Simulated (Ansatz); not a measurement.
# Stress against strain in RbLuO$_{2}$

```
CELL_PARAMETERS angstrom
1.70000 0.98150 6.38333
-1.70000 0.98150 6.38333
0.00000 -1.96299 6.38333
ATOMIC_POSITIONS crystal
Rb 0.00000 0.00000 0.00000
Lu 0.50000 0.50000 0.50000
O 0.22300 0.22300 0.22300
O 0.77700 0.77700 0.77700
```

Atoms are numbered in the order listed.

The conventional cell has a = 3.400 Å, b = 3.400 Å, c = 19.150 Å, α = 90.00°, β = 90.00°, γ = 120.00°. Rb (atom 1) is surrounded by 6 O at 2.88 Å. Around Lu (atom 2) lie 6 O at 2.24 Å. Around O (atom 3) lie 3 Lu at 2.24 Å.

The cell is COD entry 1528053, as deposited and not checked against the literature; nothing was relaxed.

No spin–orbit coupling, which matters for the heavy atoms here.

Computed with Ansatz 0.2.0, DFT, PBEsol, all-electron LAPW, scalar-relativistic.

The runs use a Γ-centred 10×10×10 k mesh, Fermi–Dirac smearing of 0.03 eV, basis error target 1 meV/atom, no spin polarisation.

The strain is applied along the Cartesian axes of the cell as listed (the other components stay zero). Fractional coordinates are held (clamped ions).

σ is the change of stress from the unstrained cell, which is at 0.99 GPa; tension is positive, so slopes are stress–strain coefficients at that pressure.

Only quantities that a quadratic follows smoothly over the whole series are listed; rougher ones are left out.

| εxx = εyy | σzz (GPa) | σxx (GPa) |
| --- | --- | --- |
| -0.0200 | -2.62 | -6.47 |
| 0.0000 | 0.00 | 0.00 |
| 0.0100 | 1.10 | 2.80 |
| 0.0200 | 2.08 | 5.34 |

Fit the series and read off the stiffness at zero strain.

Least-squares fits y = p0 + p1 x + p2 x² to the rows give σzz (GPa): p1 = 117, p2 = -670; σxx (GPa): p1 = 295, p2 = -1400. So C13 + C23 = 117 GPa and C11 + C12 = 295 GPa, for these axes.

One run, at εxx = εyy = -0.0100, is withheld. Predict its row.

The fits give -1.24, -3.10; the run gave -1.24, -3.08.
